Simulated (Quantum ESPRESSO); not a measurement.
## W6InRu (a curve over one atom's position)

Computed values, not a measurement. The program is pw.x of Quantum ESPRESSO 7.5 (plane-wave density functional theory). The cell is made up: eight metal atoms on a face-centred cubic lattice, with elements, volume, strain and displacements drawn at random and not relaxed, so it may be unstable or far from any real phase. PseudoDojo standard norm-conserving files set the functional (PBE unless stated); there is no spin polarisation or spin-orbit coupling, the Fermi-Dirac width of 0.25 eV means electrons at about 2900 K, and the masses in the input are unused placeholders. Heavy elements are run without spin-orbit coupling, which real alloys of them have. A spin test at this wide smearing found no moment, but such smearing suppresses magnetism that the real alloy may have.

Seven runs move atom 2 (W, counted in the order of the input) along y and keep all else fixed.

Input of the run at +0.0068:

```
&control calculation='scf', pseudo_dir='./dojo.nc.sr.pbe.v0_5.standard.upf', outdir='./o', disk_io='minimal', tprnfor=.true., tstress=.true. /
&system ibrav=0, nat=8, ntyp=3, nbnd=74, ecutwfc=84.00895049, nosym=.true., tot_charge=0,
 occupations='smearing', smearing='fd', degauss=0.0183746611
/
&electrons conv_thr=1.470e-08, electron_maxstep=70, mixing_beta=0.5 /
ATOMIC_SPECIES
In 1.0 In.upf
Ru 1.0 Ru.upf
W 1.0 W.upf
CELL_PARAMETERS angstrom
0.0092 2.0002 1.9672
-3.9698 2.0002 -1.9855
-3.9486 -6.016 5.8987
ATOMIC_POSITIONS angstrom
W -0.0705 0.0045 0.0361
W -3.98 -4.0768 3.9231
W -3.9328 -2.0034 1.9525
In -3.9256 0.0366 -0.049
W -1.9678 -2.0136 3.8894
W -2.0165 -0.012 1.9335
W -1.965 2.0283 -0.0214
Ru -5.94 -2.0233 3.9049
K_POINTS automatic
8 5 3 1 1 1
```

| shift of atom 2 along y (Å) | free energy less that of the input shown (eV) | Fx on atom 2 (eV/Å) | Fy on atom 2 (eV/Å) | Fz on atom 2 (eV/Å) | pressure (GPa) | iterations |
| --- | --- | --- | --- | --- | --- | --- |
| -0.1355 | 0.1431 | 0.739 | 1.509 | -0.927 | 17.09 | 18 |
| -0.1051 | 0.1005 | 0.705 | 1.298 | -0.802 | 16.84 | 19 |
| -0.0546 | 0.0439 | 0.655 | 0.939 | -0.594 | 16.51 | 18 |
| -0.0370 | 0.0285 | 0.638 | 0.812 | -0.522 | 16.42 | 19 |
| +0.0068 | 0.0000 | 0.598 | 0.490 | -0.340 | 16.26 | 18 |
| +0.1066 | -0.0116 | 0.507 | -0.258 | 0.080 | 16.20 | 18 |
| +0.1290 | -0.0040 | 0.486 | -0.426 | 0.175 | 16.25 | 18 |

A cubic fit gives dFy/dy = -7.39 eV/Å² at zero shift. Across the table the energy follows minus the integral of the force to 0.1 meV. A rerun of one of the cells at a higher cutoff and on a denser mesh moved values by no more than 0.010 eV in energy, 0.05 GPa in stress and 0.008 eV/Å in force, and a second program with other atomic files agreed on that cell to 2 % rms in force and 0.5 GPa in pressure.